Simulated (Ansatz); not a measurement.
**ZnPt: zone-centre modes**

The calculation used Ansatz 0.2.0, DFT LDA, scalar-relativistic, plane waves, PAW. Settings: 420 eV plane-wave cutoff, Γ-centred 16×16×12 mesh, Fermi-Dirac smearing of 0.15 eV. No spin polarisation. Phonons by linear response, acoustic sum rule imposed.

Equilibrium structure at this level:
```xyz
2
Lattice="2.8102 0.0000 0.0000 0.0000 2.8102 0.0000 0.0000 0.0000 3.4431" Properties=species:S:1:pos:R:3 pbc="T T T"
Zn    1.4051    1.4051    1.7216
Pt    0.0000    0.0000    0.0000
```

In a metal, frequencies and elastic constants depend on the k mesh and the smearing, soft modes and shear constants most. Spin–orbit coupling is left out, which can shift energies with elements as heavy as these.

Optical modes at Γ; i marks an imaginary frequency:
```csv
frequency (cm⁻¹),degeneracy
163,2
212,1
```

All 3 optical modes at Γ are real: no displacement of atoms at fixed cell lowers the energy to second order. Strains and modes at other wave vectors aren't tested by this run.